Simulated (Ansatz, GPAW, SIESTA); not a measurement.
**One calculation of Sn3Se, 4 ways**

```xyz
4
Lattice="4.7419 0.0000 0.0000 0.0000 4.7419 0.0000 0.0000 0.0000 4.7419" Properties=species:S:1:pos:R:3 pbc="T T T"
Sn    2.3709    2.3709    0.0000
Sn    2.3709    0.0000    2.3709
Sn    0.0000    2.3709    2.3709
Se    0.0000    0.0000    0.0000
```

The cell comes from a database or a generator and needn't be the stable form of this composition.

Alike in all runs: task equation of state; functional PBEsol; k mesh 6 × 6 × 6; occupations fermi-dirac, width 0.05 eV; no spin polarisation; no spin-orbit coupling.

```
                                                                                      program and potentials  plane-wave cutoff (eV)                                                 notes  equilibrium volume (Å³/atom)  bulk modulus (GPa)
                                                                                          Ansatz, Ansatz PAW                     420  potentials made for PBE, which Ansatz adapts in part                         25.26                55.0
SIESTA, files PseudoDojo sr-pbesol-0.4.1-standard, DZP (energy shift 0.003 Ry; two zetas on semicore shells)                       -                               atomic basis; noisy fit                         25.71                57.1
                                                           GPAW, PAW data sets generated for this functional                     600                                                     -                         25.16                55.1
                                                              Ansatz, all-electron LAPW, scalar-relativistic                       -                                                     -                         25.25                54.7
```

The equilibrium volume spans 25.16 (GPAW, PAW data sets generated for this functional) to 25.71 Å³/atom (SIESTA, files PseudoDojo sr-pbesol-0.4.1-standard, DZP (energy shift 0.003 Ry; two zetas on semicore shells)), with all-electron results at 25.25. The bulk modulus spans 54.7 (Ansatz, all-electron LAPW, scalar-relativistic) to 57.1 GPa (SIESTA, files PseudoDojo sr-pbesol-0.4.1-standard, DZP (energy shift 0.003 Ry; two zetas on semicore shells)), with all-electron results at 54.7. Rows in atomic bases carry the error of their basis and grid, which can be large.

Differences between rows come from potentials, basis sets and numerical settings, since the functional is the same but for its coding. Runs on potential files found faulty are left out.
